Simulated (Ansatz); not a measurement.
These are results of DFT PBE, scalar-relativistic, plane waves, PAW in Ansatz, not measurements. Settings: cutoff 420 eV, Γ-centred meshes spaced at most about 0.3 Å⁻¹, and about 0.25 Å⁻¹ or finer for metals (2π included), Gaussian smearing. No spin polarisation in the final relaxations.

Temperature and zero-point effects are left out. All come from trial cells, and lower structures may exist.

Problem. Which of these relaxed structures of TiH4 is the lowest in energy?
1.

```
CELL_PARAMETERS angstrom
3.22419 -1.49437 0.00000
3.22419 1.49437 0.00000
-3.20097 0.00000 6.18682
ATOMIC_POSITIONS crystal
Ti 0.37764 0.37764 0.73807
Ti 0.62236 0.62236 0.26193
H 0.04321 0.04321 0.86432
H 0.32547 0.32547 0.26590
H 0.86849 0.86849 0.56285
H 0.63112 0.63112 0.00302
H 0.36888 0.36888 0.99698
H 0.13151 0.13151 0.43715
H 0.67453 0.67453 0.73410
H 0.95679 0.95679 0.13568
```

2.

```
CELL_PARAMETERS angstrom
1.70981 -2.78907 0.00000
1.70981 2.78907 0.00000
0.00000 0.00000 3.34515
ATOMIC_POSITIONS crystal
Ti 0.50000 0.50000 0.50000
H 0.83935 0.16065 0.50000
H 0.27607 0.27607 0.00000
H 0.72393 0.72393 0.00000
H 0.16065 0.83935 0.50000
```

Solution. 1. It has space group C2/m (No. 12); the next, 2, with space group Cmmm (No. 65), lies 103 meV/atom higher. Counting H atoms around Ti (those within 1.25 times the shortest such distance or 1.15 times the sum of covalent radii), the lowest and the next both have Ti 10.

With hydrogen, zero-point motion can shift such differences by 10 meV/atom or more. Cells relaxed within their symmetry can be saddle points. The C2/m cell of TiH4 came from shaking the Cmmm one. Some types were kept out of the candidates beforehand, so the set may lack a known form.
